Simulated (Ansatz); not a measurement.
InCl in space group Cmcm (No. 63; In on 4c, Cl on 4c), the program Ansatz at the r²SCAN+D4 level (PAW), all energies at zero smearing, with the estimated change up to a 700 eV cutoff added, with one set of potentials and settings (totals compare only within such a set). Cell of 4 atoms (2 In, 2 Cl): -13394.965 eV.

```
element              reference phase  E (eV/atom)
-------  ---------------------------  -----------
In       I4/mmm, 1 atoms in the cell   -5611.9364
Cl         Cmce, 4 atoms in the cell   -1083.6978
```

Formation energy per atom, worked out: (-13394.965 − 2×(-5611.9364) − 2×(-1083.6978))/4 = -0.924 eV/atom (-89 kJ per mol of atoms), at 0 K, without zero-point energy or fitted corrections.

The workflow started from a Materials Project entry (that database holds measured and hypothetical structures alike); the Crystallography Open Database copy checked does not list it. COD files the formula under space group No. 198, so this cell is another polymorph or a model. Whether it is the stable phase at ambient conditions was not checked. Symmetry was held in the r²SCAN+D4 relaxation; whether a distortion lowers the energy is not shown. The references are the lowest solids computed at this level, not always the standard phases (solids in place of the gases).

Potentials: the later of the program's two PAW sets.
